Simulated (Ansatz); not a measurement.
NiGe:
```cif
data_Ge4Ni4
_chemical_formula_sum 'Ni4 Ge4'
_space_group_name_H-M_alt 'Pnma'
_space_group_IT_number 62
_space_group_name_Hall '-P 2ac 2n'
_cell_length_a 5.37763
_cell_length_b 3.49743
_cell_length_c 5.84024
_cell_angle_alpha 90.000
_cell_angle_beta 90.000
_cell_angle_gamma 90.000
loop_
_space_group_symop_operation_xyz
  'x, y, z'
  '-x, -y, -z'
  '-x+1/2, -y, z+1/2'
  'x+1/2, y, -z+1/2'
  'x+1/2, -y+1/2, -z+1/2'
  '-x+1/2, y+1/2, z+1/2'
  '-x, y+1/2, -z'
  'x, -y+1/2, z'
loop_
_atom_site_label
_atom_site_type_symbol
_atom_site_symmetry_multiplicity
_atom_site_Wyckoff_symbol
_atom_site_fract_x
_atom_site_fract_y
_atom_site_fract_z
_atom_site_occupancy
Ni1 Ni 4 c 0.00579 0.25000 0.80910 1
Ge1 Ge 4 c 0.19023 0.25000 0.41164 1
```

Relaxed with PBE.

Problem. Which orbitals make up the states near the Fermi level in DFT-PBE in the program Ansatz with PAW potentials?

Solution. Within 0.5 eV of the Fermi level: Ni 3d 53 %, Ge 4p 33 %, Ge 4s 9 %. Projections are on Löwdin-orthogonalised atomic valence shells; empty p or d shells of many metals are not among them.

Problem. Tabulate the density of states.

Solution. States/eV per cell of 8 atoms, in 0.25 eV bins, energy from the Fermi level.

```csv
E (eV),total,Ni 3d,Ge 4p,Ge 4s
-7.85,0.68,0.11,0.04,0.52
-7.60,0.00,0.00,0.00,0.00
-7.35,0.00,0.00,0.00,0.00
-7.10,0.00,0.00,0.00,0.00
-6.85,0.00,0.00,0.00,0.00
-6.60,0.00,0.00,0.00,0.00
-6.35,0.01,0.00,0.00,0.00
-6.10,0.77,0.12,0.49,0.04
-5.85,2.34,0.45,1.45,0.14
-5.60,3.33,0.66,2.00,0.21
-5.35,3.43,0.75,2.07,0.21
-5.10,3.90,1.04,2.23,0.25
-4.85,3.32,1.03,1.73,0.24
-4.60,3.83,1.43,1.79,0.26
-4.35,4.19,1.81,1.81,0.23
-4.10,3.13,1.50,1.26,0.16
-3.85,4.27,2.20,1.64,0.16
-3.60,6.36,3.75,2.13,0.14
-3.35,10.67,7.35,2.77,0.12
-3.10,14.85,11.67,2.53,0.16
-2.85,15.83,12.99,2.31,0.11
-2.60,14.05,11.61,1.94,0.13
-2.35,17.22,14.99,1.65,0.09
-2.10,15.03,13.44,1.19,0.07
-1.85,18.43,17.31,0.68,0.08
-1.60,18.13,16.87,0.78,0.12
-1.35,10.10,8.33,1.20,0.26
-1.10,6.50,4.36,1.59,0.24
-0.85,4.05,2.32,1.33,0.17
-0.60,3.38,2.23,0.85,0.15
-0.35,2.67,1.64,0.73,0.19
-0.10,2.45,1.32,0.79,0.22
0.15,2.83,1.40,0.99,0.29
0.40,2.97,1.33,1.12,0.33
0.65,3.66,1.47,1.53,0.41
0.90,3.33,1.23,1.45,0.39
1.15,3.29,1.11,1.51,0.40
1.40,3.35,1.02,1.65,0.38
1.65,3.29,0.90,1.76,0.34
1.90,2.84,0.71,1.58,0.28
2.15,3.30,0.76,1.80,0.31
2.40,2.80,0.59,1.58,0.25
2.65,2.63,0.50,1.54,0.21
2.90,3.06,0.53,1.83,0.20
3.15,3.42,0.54,2.12,0.20
3.40,3.19,0.44,2.02,0.18
3.65,3.14,0.39,2.01,0.17
3.90,3.39,0.39,2.19,0.16
4.15,3.08,0.32,1.99,0.12
4.40,3.48,0.34,2.30,0.12
4.65,3.01,0.28,2.03,0.09
```

The PBE relaxation kept the symmetry of its start. The run is not spin-polarised. Scalar-relativistic: spin–orbit coupling is off unless named, which matters more the heavier the elements.

Potentials: the earlier of the program's two PAW sets.
